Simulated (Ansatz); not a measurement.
BiTe in the rocksalt structure

**The experiment.** The Crystallography Open Database holds a cell as deposited of cubic BiTe (space group Fm-3m), temperature not stated (1963): a = 6.470 Å, 33.85 Å³/atom.

Computed with Ansatz (plane waves, PAW, 420 eV cutoff): PBEsol, scalar-relativistic, no spin polarisation, Γ-centred 8×8×8 mesh, 0.05 eV Gaussian smearing. The datasets are Ansatz's generated set soft_2.

```yaml
crystal:
  lattice:
    - [0.00000, 3.19451, 3.19451]
    - [3.19451, 0.00000, 3.19451]
    - [3.19451, 3.19451, 0.00000]
  atoms:
    - { symbol: Bi, position: [0.50000, 0.50000, 0.50000] }
    - { symbol: Te, position: [0.00000, 0.00000, 0.00000] }
```

The start was a prototype's sites filled with these elements; the Crystallography Open Database holds the compound in this structure.

The cell above was scaled in volume, its shape and atoms being fixed by the lattice's symmetry. Energies are counted from the cell above.

The cell is relaxed to zero pressure at this level.

```csv
V (Å³/atom),ΔE (meV/atom),P (GPa)
31.30,9.7,2.5
31.95,2.3,1.2
32.60,0.0,0.0
33.25,2.1,-1.0
33.90,8.2,-1.9
```

Problem. What do the points give for the equilibrium volume, the bulk modulus and its pressure derivative (third-order Birch–Murnaghan)?

Solution. V0 = 32.60 Å³/atom, B0 = 55 GPa, B0′ isn't fixed: the energies give 5.6, and a fit of the pressures differs by over 0.35.

B0·V0 = 54.7 GPa × 32.60 Å³ = 11.14 eV/atom sets the scale: near the minimum ΔE ≈ ½ B0 V0 x², with x = V/V0 − 1, and a pressure of 0.5 GPa squeezes the volume by about 1 %. At the ends of the curve: x = −4.0 % predicts 8.9 meV/atom and the run gives 9.7; x = +4.0 % predicts 8.9 meV/atom and the run gives 8.2. The curve is steeper than the parabola on the compressed side and flatter on the expanded side: the bulk modulus rises with pressure.

**Against experiment.** PBEsol gives 6.389 Å and 32.60 Å³/atom, −3.7 % in volume (−1.3 % in length) from the database's cell. That is a large miss for PBEsol, or the entry is off. Spin–orbit coupling, left out, also moves the volume of such heavy elements' compounds.

For elements this heavy, spin–orbit coupling would shift levels and gaps; it isn't included here. The cell is a metal with an odd number of electrons, and spin polarisation wasn't tried.
